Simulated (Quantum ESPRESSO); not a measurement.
# Planted mistakes on one cell of TaTi2HfO7N

The results below are calculated, not measured. They come from pw.x of Quantum ESPRESSO 7.5, a plane-wave density functional program, with PseudoDojo standard norm-conserving files (v0.5 for PBE, v0.4.1 for LDA and PBEsol). The cells are made up: elements, strain and atom displacements were drawn at random, and nothing was relaxed. There is no spin polarisation, spin-orbit coupling or dispersion term.

The hafnium file is less sure than the others, with forces about 3 percent (worst 6) and pressure in oxides about 1.5 GPa (worst 2.7) from a second method in checks, which no rerun with the same files tests.

The cell has 12 sites of a fluorite lattice. Sites 1 to 4 hold Ta Ti Ti Hf; sites 5 to 12 hold O O O O O O O N. Cell vectors in Å: (5.085, 0.038, -0.041); (0.038, 4.961, 0.041); (-0.041, 0.041, 5.032). Settings: PBE, cutoff 1143 eV, 4 x 5 x 4 k mesh shifted by half a step, Fermi-Dirac smearing of 0.025 eV.

The intended run has a self-consistency threshold of 1e-07 eV, a smearing term of 0.000 eV, a pressure of -7.94 GPa and 26 iterations. Each further run changes one thing: all lengths scaled by 0.9844; atoms of sites 1 and 4 exchanged; cutoff 718 eV; files of PBEsol; k mesh 2 x 2 x 2; one electron removed; smearing 0.63 eV; threshold 0.8 eV. A coarse mesh keeps the shift, and a charged cell sits in a uniform background.

```
run  change of free energy (eV)  smearing term -TS (eV)  change of P (GPa)  largest change of a force component (eV/Å)  iterations
  A                      -0.152                   0.000               0.04                                       2.206          35
  B                       0.230                   0.000              -5.23                                       0.178           7
  C                      14.605                   0.000              -7.71                                       0.118          23
  D                      -1.556                  -4.480               4.32                                       0.853          20
  E                       3.646                   0.000             -25.92                                       0.089          23
  F                     -11.699                  -0.011             -21.18                                       1.233          24
  G                      -0.325                   0.000              -0.61                                       0.151          25
  H                      -0.089                   0.000              11.39                                       0.332          25
```

A rerun of the intended cell at 1437 eV and k mesh 6 x 7 x 6 moved values by no more than 0.002 eV in the cell's energy, 0.05 GPa in stress and 0.004 eV/Å in force.

Question: which change belongs to which run?

## Worked reading

Run B has the fewest iterations, as a run stopped early does. Run D has the largest smearing term, as wide smearing gives. Run E has a higher energy and the largest fall in pressure, as too small a basis gives. Run H changes the volume by a factor of 0.9539; minus its pressure change over the logarithm of that factor, 241 GPa, is a rough bulk modulus with clamped atoms. Energies from files of another functional, or of a charged cell, have another zero and say nothing on stability; the pressure of a charged cell rests on the program's zero of potential too.

## Key

```
run,change
A,atoms of sites 1 and 4 exchanged
B,threshold 0.8 eV
C,files of PBEsol
D,smearing 0.63 eV
E,cutoff 718 eV
F,one electron removed
G,k mesh 2 x 2 x 2
H,all lengths scaled by 0.9844
```